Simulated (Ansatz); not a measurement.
An Ansatz (a first-principles code) run. Input:

Ansatz 0.2 input:
```yaml
crystal:
  lattice:
    - [3.4567611687, 0.0, 0.0]
    - [-1.7283805843, 2.9936429869, 0.0]
    - [0.0, 0.0, 31.0]
  periodic: [true, true, false]
  atoms:
    - { symbol: S, position: [0.6666666667, 0.3333333333, 0.5401271309] }
    - { symbol: Pt, position: [0.0, 0.0, 0.5] }
    - { symbol: S, position: [0.3333333333, 0.6666666667, 0.4598728691] }
kpoints:
  mp_grid: { grid: [12, 12, 1] }
hamiltonian:
  xc: r2scan
  dispersion: d4
  pseudopotentials: { kind: paw }
scf:
  occupations: { method: gaussian, width: 0.005 }
relax:
  f_tol: 0.005
  max_steps: 150
output:
  eigenvalues: true
  stress: true
  write_potential: true
  volumetric_format: []
```

Output (shortened):

```
WARN output.stress: scf.convergence.dr2_threshold = 2.5e-8 eV (the default of a walk held to its f_tol) is looser than the 3e-10 eV advised for a printed …
Pseudopotential: S, paw, valence charge 6
Pseudopotential: Pt, paw, valence charge 18
Functional definition: r2SCAN
Crystal: 3 atoms, lattice volume = 320.798 Å³
Basis set: ecut = 500 eV, 8177 PW (Γ), exchange–correlation on 108×108×960 points (64 copies of the dense FFT grid, shifted against one another)
Bands: 19, of which v1, the nominal top of the filled ones, is band 15 counted from 1 (14 counted from 0)
Symmetry: 12 space group operations
Space group: P-3m1 (ITA 164), of the structure as read, at distance tolerance 6.8e-5 Å
k-points: 19 of 144
SCF iter   1: F=—  HF=-14349.909996 eV  |F-HF|=—  |Δ(HF+E_count)|=         —  Δρ=3.73e-3  dr2=4.60e-2  dr2_τ=9.82e-2  ethr=1.77e-3  ⟨swp⟩=15.5  Hψ=3633  notcnv=0
preconditioner: auto → Resta (q_TF=auto, 1.838 Å⁻¹)
SCF iter   2: F=—  HF=-14349.952246 eV  |F-HF|=—  |Δ(HF+E_count)|=   4.22e-2  Δρ=2.80e-3  dr2=2.61e-2  dr2_τ=5.14e-3  ethr=1.53e-4  ⟨swp⟩=4.5  Hψ=1139  notcnv=0
SCF iter   3: F=—  HF=-14349.948684 eV  |F-HF|=—  |Δ(HF+E_count)|=   3.56e-3  Δρ=1.43e-3  dr2=2.10e-3  dr2_τ=1.75e-4  ethr=8.70e-5  ⟨swp⟩=3.0  Hψ=594  notcnv=0
SCF iter   4: F=—  HF=-14349.950343 eV  |F-HF|=—  |Δ(HF+E_count)|=   1.66e-3  Δρ=2.75e-4  dr2=2.39e-4  dr2_τ=5.82e-5  ethr=7.00e-6  ⟨swp⟩=5.8  Hψ=1006  notcnv=0  defer=1
SCF iter   5: F=—  HF=-14349.950378 eV  |F-HF|=—  |Δ(HF+E_count)|=   3.45e-5  Δρ=8.74e-5  dr2=1.65e-5  dr2_τ=2.63e-6  ethr=7.96e-7  ⟨swp⟩=3.2  Hψ=841  notcnv=0  defer=1
SCF iter   6: F=—  HF=-14349.950390 eV  |F-HF|=—  |Δ(HF+E_count)|=   1.18e-5  Δρ=1.44e-5  dr2=7.28e-7  dr2_τ=2.21e-7  ethr=5.50e-8  ⟨swp⟩=4.5  Hψ=1007  notcnv=0
SCF iter   7: F=-14349.950392 eV  HF=-14349.950391 eV  |F-HF|=1.98e-7  |Δ(HF+E_count)|=   1.59e-6  Δρ=3.39e-6  dr2=5.21e-8  dr2_τ=7.21e-9  ethr=2.08e-9  ⟨swp⟩=21.2  Hψ=4392  notcnv=0
SCF 1 converged in 7 iterations: F = -14349.950392 eV  dr2 = 5.21e-8
relax step   1: F+E_penalty+E_count = -14349.95039153 eV  Δ(F+E_penalty+E_count) = +0.000e0 eV  max|allowed force component| = 5.823e-1 eV/Å  Δτ_max = 0.0000 Å  (7 SCF iters, dr2 threshold 6.25e-7 eV, accepted)
Crystal: 3 atoms, lattice volume = 320.798 Å³
iter 1 solved again at ethr=1.83e-5 eV; its pass at ethr=3.10e-3 eV (dr2=5.50e-3 eV) is discarded
SCF iter   1: F=—  HF=-14349.987688 eV  |F-HF|=—  |Δ(HF+E_count)|=         —  Δρ=1.74e-3  dr2=5.58e-3  dr2_τ=1.66e-2  ethr=1.83e-5  ⟨swp⟩=4.7  Hψ=2124  notcnv=0
preconditioner: auto → Resta (q_TF=auto, 1.838 Å⁻¹)
SCF iter   2: F=—  HF=-14349.971502 eV  |F-HF|=—  |Δ(HF+E_count)|=   1.62e-2  Δρ=1.02e-3  dr2=2.19e-3  dr2_τ=2.68e-4  ethr=1.83e-5  ⟨swp⟩=5.6  Hψ=843  notcnv=0  defer=2
SCF iter   3: F=—  HF=-14349.971615 eV  |F-HF|=—  |Δ(HF+E_count)|=   1.13e-4  Δρ=5.03e-4  dr2=7.60e-4  dr2_τ=1.10e-4  ethr=7.29e-6  ⟨swp⟩=3.8  Hψ=855  notcnv=0
SCF iter   4: F=—  HF=-14349.971608 eV  |F-HF|=—  |Δ(HF+E_count)|=   7.06e-6  Δρ=9.05e-5  dr2=2.17e-5  dr2_τ=9.38e-7  ethr=2.53e-6  ⟨swp⟩=5.1  Hψ=801  notcnv=0  defer=1
SCF iter   5: F=-14349.971613 eV  HF=-14349.971614 eV  |F-HF|=1.14e-6  |Δ(HF+E_count)|=   5.99e-6  Δρ=3.22e-5  dr2=3.61e-6  dr2_τ=5.50e-7  ethr=7.06e-8  ⟨swp⟩=24.7  Hψ=5483  notcnv=0
SCF 2 converged in 5 iterations: F = -14349.971613 eV  dr2 = 3.61e-6
relax step   2: F+E_penalty+E_count = -14349.97161263 eV  Δ(F+E_penalty+E_count) = -2.122e-2 eV  max|allowed force component| = 1.363e-1 eV/Å  Δτ_max = 0.0487 Å  (5 SCF iters, dr2 threshold 2.12e-5 eV, accepted)
Crystal: 3 atoms, lattice volume = 320.798 Å³
SCF iter   1: F=—  HF=-14349.972221 eV  |F-HF|=—  |Δ(HF+E_count)|=         —  Δρ=3.32e-4  dr2=2.12e-4  dr2_τ=6.44e-4  ethr=7.16e-6  ⟨swp⟩=6.3  Hψ=1327  notcnv=0
preconditioner: auto → Resta (q_TF=auto, 1.838 Å⁻¹)
SCF iter   2: F=—  HF=-14349.972927 eV  |F-HF|=—  |Δ(HF+E_count)|=   7.06e-4  Δρ=1.93e-4  dr2=9.57e-5  dr2_τ=1.08e-5  ethr=7.05e-7  ⟨swp⟩=5.7  Hψ=1143  notcnv=0
SCF iter   3: F=—  HF=-14349.972928 eV  |F-HF|=—  |Δ(HF+E_count)|=   1.70e-6  Δρ=1.00e-4  dr2=2.81e-5  dr2_τ=4.72e-6  ethr=3.19e-7  ⟨swp⟩=3.5  Hψ=772  notcnv=0
SCF iter   4: F=-14349.972928 eV  HF=-14349.972927 eV  |F-HF|=2.30e-7  |Δ(HF+E_count)|=   1.14e-6  Δρ=1.60e-5  dr2=4.63e-7  dr2_τ=7.34e-8  ethr=3.87e-9  ⟨swp⟩=17.8  Hψ=4878  notcnv=0
SCF 3 converged in 4 iterations: F = -14349.972928 eV  dr2 = 4.63e-7
relax step   3: F+E_penalty+E_count = -14349.97292751 eV  Δ(F+E_penalty+E_count) = -1.315e-3 eV  max|allowed force component| = 7.844e-5 eV/Å  Δτ_max = 0.0096 Å  (4 SCF iters, dr2 threshold 1.16e-6 eV, accepted)
Crystal: 3 atoms, lattice volume = 320.798 Å³
iter 1 solved again at ethr=1.55e-9 eV; its pass at ethr=3.10e-3 eV (dr2=4.64e-7 eV) is discarded
SCF iter   1: F=—  HF=-14349.972927 eV  |F-HF|=—  |Δ(HF+E_count)|=         —  Δρ=1.60e-5  dr2=4.63e-7  dr2_τ=7.33e-8  ethr=1.55e-9  ⟨swp⟩=1.0  Hψ=1178  notcnv=0
preconditioner: auto → Resta (q_TF=auto, 1.838 Å⁻¹)
SCF iter   2: F=—  HF=-14349.972928 eV  |F-HF|=—  |Δ(HF+E_count)|=   2.65e-7  Δρ=8.11e-6  dr2=1.08e-7  dr2_τ=6.56e-9  ethr=1.54e-9  ⟨swp⟩=2.0  Hψ=613  notcnv=0
SCF iter   3: F=—  HF=-14349.972928 eV  |F-HF|=—  |Δ(HF+E_count)|=   5.71e-8  Δρ=2.94e-6  dr2=4.24e-8  dr2_τ=5.84e-9  ethr=3.59e-10  ⟨swp⟩=3.6  Hψ=824  notcnv=0
SCF iter   4: F=-14349.972928 eV  HF=-14349.972928 eV  |F-HF|=6.62e-10  |Δ(HF+E_count)|=   3.34e-9  Δρ=1.00e-6  dr2=3.62e-9  dr2_τ=3.35e-10  ethr=8.33e-11  ⟨swp⟩=15.3  Hψ=3447  notcnv=0
SCF 4 converged in 4 iterations: F = -14349.972928 eV  dr2 = 3.62e-9
relax step   4: F+E_penalty+E_count = -14349.97292760 eV  Δ(F+E_penalty+E_count) = -8.981e-8 eV  max|allowed force component| = 3.880e-4 eV/Å  Δτ_max = 0.0000 Å  (4 SCF iters, accepted)
Crystal: 3 atoms, lattice volume = 320.798 Å³
iter 1 solved again at ethr=1.22e-11 eV; its pass at ethr=3.10e-3 eV (dr2=3.67e-9 eV) is discarded
SCF iter   1: F=—  HF=-14349.972928 eV  |F-HF|=—  |Δ(HF+E_count)|=         —  Δρ=1.00e-6  dr2=3.63e-9  dr2_τ=3.36e-10  ethr=1.22e-11  ⟨swp⟩=1.0  Hψ=2310  notcnv=0
preconditioner: auto → Resta (q_TF=auto, 1.838 Å⁻¹)
SCF iter   2: F=-14349.972928 eV  HF=-14349.972928 eV  |F-HF|=1.04e-10  |Δ(HF+E_count)|=   1.66e-9  Δρ=6.51e-7  dr2=1.71e-9  dr2_τ=3.31e-10  ethr=1.21e-11  ⟨swp⟩=14.1  Hψ=3364  notcnv=0
SCF 5 converged in 2 iterations: F = -14349.972928 eV  dr2 = 1.71e-9
WARN: The output density's exchange-correlation potential varies sharply where the density is thin …
the relaxation is at rest under the 12 symmetry operations that the run kept from its start: a minimum is not shown …
SCF converged after 2 iterations
Stability not checked: this state was not tested for a lower state beside it, because too few of the mixer's solves of this state at the end of the SCF gave a …
Free energy (F): -14349.972928 eV
Harris-Foulkes:  -14349.972928 eV  (|F-HF|=1.04e-10)
Internal energy: -14349.972928 eV  (E = F + TS)
E sigma→0 (E₀):  -14349.972928 eV
Fermi energy:    -5.578919 eV
--- Per-component energies (eV) ---
  E_band       = -835.119841
  E_kinetic    = 850.974035
  E_local      = -54756.184121  (includes V_loc(G=0)·N_el)
  E_nonlocal   = 256.691734
  E_hartree    = 26808.391886
  E_xc         = -433.748809
  E_vxc        = -527.261044  (∫ρ·V_xc dr)
  E_paw        = -10698.032273  (= ΣΔE_a)
  E_vpaw       = -306.938625  (= ΣTr[D̂ρ^β])
  E_aug_tail   = 0.000150  (compensation charges beyond the density's cutoff)
  E_vtau       = 30.816221  (kinetic-family band-sum trace: ∫τ·v_τ [+ j·A + Jᵃ·Aᵃ] dr)
  E_ewald      = 23622.681591
  E_disp       = -0.296094  (pairwise vdW)
  E_core_change = -0.451028  (= ΣΔE_core)
  E_smearing   =  0.000000  (= −TS)
  E_closure    = 0.000000  (closes the sum)
  Σ components = -14349.972928   (vs F -14349.972928, Δ=0.00e0)
  [band-id]    e_kinetic+e_local+e_nonlocal+2·e_hartree+e_vxc+e_vpaw+e_augmentation_tail+e_vtau = -835.117876   (vs E_band -835.119841, Δ=1.96e-3)
--- Forces (eV/Å), atoms counted from 1 ---
  atom   1  S      0.00000000     0.00000000    -0.00036991
  atom   2  Pt     0.00000000     0.00000000     0.00000000
  atom   3  S      0.00000000     0.00000000     0.00036991
  max |Σ_I F_I| component: 4.63e-18 eV/Å
--- 2D stress c σ (N/m, compression-positive) ---
        2.607710       0.000000       0.000000
        0.000000       2.607710       0.000000
        0.000000       0.000000       0.000000
  P = ½ c Tr σ = 2.6077 N/m
--- Band table (eV; the first three rows and the last of 19) ---
  k-point 0: bands = ["-107.2918", "-60.8770", "-60.8770", "-60.8619", "-21.4264", "-19.1801", "-12.3848", "-12.3697", "-12.3697", "-9.7347", "-9.7347", "-7.6283", "-7.4937", "-6.7121", "-6.7121", "-3.0370", "-3.0370", "-0.3552", "-0.1733"]
  k-point 1: bands = ["-107.2917", "-60.8792", "-60.8775", "-60.8616", "-21.3278", "-19.1935", "-12.3875", "-12.3112", "-12.2882", "-9.8708", "-9.8104", "-7.9388", "-7.3510", "-6.6651", "-6.6408", "-3.4792", "-3.1603", "-0.1689", "0.0036"]
  k-point 2: bands = ["-107.2916", "-60.8852", "-60.8790", "-60.8608", "-21.0445", "-19.2304", "-12.4040", "-12.1594", "-12.0103", "-10.3327", "-9.9571", "-8.4595", "-7.0793", "-6.6384", "-6.6263", "-4.2438", "-3.3901", "0.2772", "0.3804"]
  k-point 18: bands = ["-107.2909", "-60.9001", "-60.9001", "-60.8568", "-19.3119", "-19.3119", "-12.2584", "-12.1453", "-12.1453", "-10.2901", "-10.2901", "-9.2133", "-9.1689", "-7.3182", "-7.3182", "-4.1653", "-4.1653", "0.7145", "2.9733"]
--- Relaxed structure (4 steps of the walk, 4 accepted, 0 SCFs on fresh bases) ---
  F+E_penalty+E_count = -14349.97292760 eV   max|allowed force component| = 3.880e-4 eV/Å
  cell:  # Å, volume = 320.7976 Å³
    - [3.4567611686943502, -2.886746096187278e-11, 0.0]
    - [-1.7283805843221751, 2.9936429869193266, 0.0]
    - [0.0, 0.0, 31.0]
  atoms:
    - { symbol: S, position: [0.6666666666666667, 0.33333333333333337, 0.541390900042667] }
    - { symbol: Pt, position: [0.0, 0.0, 0.5] }
    - { symbol: S, position: [0.33333333333333337, 0.6666666666666666, 0.45860909995733307] }
```

Cost: about 2.0 core-minutes (a rough figure) on shared cores.

This run is a variant of the relaxed cell: strain -2 % along x, -2 % along y, atoms relaxed.

A layer that has been made, often on a substrate. The strained cell keeps its size and symmetry.

Potentials: the later of the program's two PAW sets.

Ansatz is a plane-wave DFT program.
